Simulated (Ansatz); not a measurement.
Theory: DFT PBE, scalar-relativistic, plane waves, PAW (Ansatz 0.2.0). All cells share a 420 eV cutoff and Γ-centred k meshes spaced about 0.3 Å⁻¹ or finer (0.25 for metals, 2π included). No spin polarisation in the final relaxations.

These are static total energies at zero pressure. All come from trial cells, and lower structures may exist.

**Question.** Order these relaxed structures of Ca5GeN2 by energy, lowest first, with the energy over the lowest of them.
A.

```cif
data_structure
_symmetry_space_group_name_H-M 'I4/mmm'
_symmetry_Int_Tables_number 139
_cell_length_a 4.7861
_cell_length_b 4.7861
_cell_length_c 15.6424
_cell_angle_alpha 90.000
_cell_angle_beta 90.000
_cell_angle_gamma 90.000
_cell_volume 358.32
loop_
_atom_site_label
_atom_site_type_symbol
_atom_site_symmetry_multiplicity
_atom_site_Wyckoff_symbol
_atom_site_fract_x
_atom_site_fract_y
_atom_site_fract_z
_atom_site_occupancy
Ca1 Ca 2 b 0.50000 0.50000 0.00000 1
Ca2 Ca 8 g 0.00000 0.50000 0.35786 1
Ge1 Ge 2 a 0.00000 0.00000 0.00000 1
N1 N 4 e 0.50000 0.50000 0.15616 1
```

B.

```cif
data_structure
_symmetry_space_group_name_H-M 'I4/mcm'
_symmetry_Int_Tables_number 140
_cell_length_a 7.0232
_cell_length_b 7.0232
_cell_length_c 13.2537
_cell_angle_alpha 90.000
_cell_angle_beta 90.000
_cell_angle_gamma 90.000
_cell_volume 653.74
loop_
_atom_site_label
_atom_site_type_symbol
_atom_site_symmetry_multiplicity
_atom_site_Wyckoff_symbol
_atom_site_fract_x
_atom_site_fract_y
_atom_site_fract_z
_atom_site_occupancy
Ca1 Ca 16 l 0.34320 0.15680 0.11985 1
Ca2 Ca 4 c 0.00000 0.00000 0.00000 1
Ge1 Ge 4 a 0.50000 0.50000 0.25000 1
N1 N 8 h 0.16970 0.33030 0.00000 1
```

C.

```cif
data_structure
_symmetry_space_group_name_H-M 'Cmmm'
_symmetry_Int_Tables_number 65
_cell_length_a 4.9099
_cell_length_b 14.6665
_cell_length_c 4.8829
_cell_angle_alpha 90.000
_cell_angle_beta 90.000
_cell_angle_gamma 90.000
_cell_volume 351.62
loop_
_atom_site_label
_atom_site_type_symbol
_atom_site_symmetry_multiplicity
_atom_site_Wyckoff_symbol
_atom_site_fract_x
_atom_site_fract_y
_atom_site_fract_z
_atom_site_occupancy
Ca1 Ca 4 i 0.50000 0.17011 0.00000 1
Ca2 Ca 4 j 0.50000 0.36090 0.50000 1
Ca3 Ca 2 a 0.00000 0.00000 0.00000 1
Ge1 Ge 2 c 0.50000 0.00000 0.50000 1
N1 N 4 i 0.50000 0.33508 0.00000 1
```

**Answer.** C (0 meV/atom), B (73 meV/atom), A (147 meV/atom). Forms: C Cmmm; B I4/mcm; A I4/mmm. Counting Ge or N atoms around Ca (for each partner element, those within 1.25 times its shortest distance or 1.15 times the sum of covalent radii, where it is the nearest in units of that sum or under 1.3; a plus sign parts groups by distance over the sum of covalent radii; a slash parts the counts of unlike sites): C has Ca 4/3+2/2+4; B has Ca 5/6; A has Ca 2+2/2+4.

With atoms moved at random, Cmmm came back. Without a clear test, and held by symmetry: I4/mcm and I4/mmm. Some structure types and database cells were kept out of the candidates from the start, so a known form may be missing.
